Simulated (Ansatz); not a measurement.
A plane-wave DFT run in Ansatz 0.2.0 (scalar-relativistic PAW potentials unless the input names others): input and command.

```yaml
crystal:
  lattice:
    - [0.0, 2.27, 2.27]
    - [2.27, 0.0, 2.27]
    - [2.27, 2.27, 0.0]
  atoms:
    - { symbol: Na, position: [0.0, 0.0, 0.0] }
    - { symbol: F, position: [0.5, 0.5, 0.5] }
basis:
  ecutwfc: 420
kpoints:
  mp_grid: { grid: [8, 8, 8] }
hamiltonian:
  xc: lda
scf:
  occupations: { method: gaussian, width: 0.02 }
  convergence: { dr2_threshold: 1.0e-14 }
  max_iter: 80
output:
  forces: true
  eigenvalues: true
  stress: true
```

```bash
ansatz run input.yaml --threads 1 --pin off --max-ram 2560MiB --backend cpu --events-out ev --progress --plain --runs-dir out
```

Abridged log:
```
Basis set: ecut = 420 eV, 459 PW (Γ)
Bands: 12, of which v1, the nominal top of the filled ones, is band 8 counted from 1 (7 counted from 0)
Symmetry: 48 space group operations
k-points: 29 of 512
SCF iter   1: F=—  HF=-2263.113341 eV  |F-HF|=—  |Δ(HF+E_count)|=         —  Δρ=1.98e-2  dr2=6.33e-2  ethr=1.77e-3  ⟨swp⟩=5.9  Hψ=1931  notcnv=0
SCF iter   2: F=—  HF=-2263.093174 eV  |F-HF|=—  |Δ(HF+E_count)|=   2.02e-2  Δρ=9.93e-3  dr2=1.06e-2  ethr=3.95e-4  ⟨swp⟩=2.0  Hψ=795  notcnv=0
SCF iter   3: F=—  HF=-2263.089743 eV  |F-HF|=—  |Δ(HF+E_count)|=   3.43e-3  Δρ=1.46e-3  dr2=3.67e-4  ethr=6.60e-5  ⟨swp⟩=2.0  Hψ=548  notcnv=0
SCF iter   4: F=—  HF=-2263.089608 eV  |F-HF|=—  |Δ(HF+E_count)|=   1.35e-4  Δρ=4.81e-4  dr2=1.76e-5  ethr=2.29e-6  ⟨swp⟩=2.2  Hψ=571  notcnv=0
SCF iter   5: F=—  HF=-2263.089599 eV  |F-HF|=—  |Δ(HF+E_count)|=   8.71e-6  Δρ=4.03e-5  dr2=2.82e-7  ethr=1.10e-7  ⟨swp⟩=2.0  Hψ=432  notcnv=0
SCF iter   6: F=—  HF=-2263.089602 eV  |F-HF|=—  |Δ(HF+E_count)|=   2.95e-6  Δρ=4.86e-6  dr2=3.12e-9  ethr=1.76e-9  ⟨swp⟩=2.0  Hψ=420  notcnv=0
SCF iter   7: F=—  HF=-2263.089602 eV  |F-HF|=—  |Δ(HF+E_count)|=  6.81e-10  Δρ=2.82e-7  dr2=8.11e-12  ethr=1.95e-11  ⟨swp⟩=2.4  Hψ=479  notcnv=0
SCF iter   8: F=—  HF=-2263.089602 eV  |F-HF|=—  |Δ(HF+E_count)|=  4.55e-13  Δρ=1.53e-8  dr2=1.46e-14  ethr=5.07e-14 (applied; sched 1.00e-12)  ⟨swp⟩=2.7  Hψ=557  notcnv=0
SCF iter   9: F=-2263.089602 eV  HF=-2263.089602 eV  |F-HF|=0.00e0  |Δ(HF+E_count)|=  4.55e-13  Δρ=7.40e-10  dr2=6.38e-17  ethr=1.00e-12  ⟨swp⟩=3.4  Hψ=943  notcnv=0
SCF 1 converged in 9 iterations: F = -2263.089602 eV  dr2 = 6.38e-17
SCF converged after 9 iterations
Free energy (F): -2263.089602 eV
Harris-Foulkes:  -2263.089602 eV  (|F-HF|=0.00e0)
Internal energy: -2263.089602 eV  (E = F + TS)
E sigma→0 (E₀):  -2263.089602 eV
Fermi energy:    4.206193 eV
--- Forces (eV/Å), atoms counted from 1 ---
  atom   1  Na     0.00000000     0.00000000     0.00000000
  atom   2  F      0.00000000     0.00000000     0.00000000
--- Stress (GPa, compression-positive) ---
       -1.435762       0.000000       0.000000
        0.000000      -1.435762       0.000000
        0.000000       0.000000      -1.435762
  P = ⅓ Tr σ = -1.4358 GPa (-14.358 kbar)
```

One setting here is needlessly strict: a threshold far tighter than needed (scf.convergence.dr2_threshold: not typed → 1e-14). It leaves the result as it was and can only cost iterations: the run converged in 9 SCF iterations (reference: 6) with an energy at zero smearing within 0.01 meV/atom of the reference's, pressure -1.44 GPa, largest force 0.000 eV/Å, gap on the mesh 6.31 eV. A reference run from the same start on usual settings converged with pressure -1.44 GPa, largest force 0.000 eV/Å, gap on the mesh 6.31 eV.

It took 1.4 s on 1 thread of Intel(R) Xeon(R) Processor @ 2.50GHz (Skylake/Cascade Lake) (shared host), peak memory 0.27 GiB.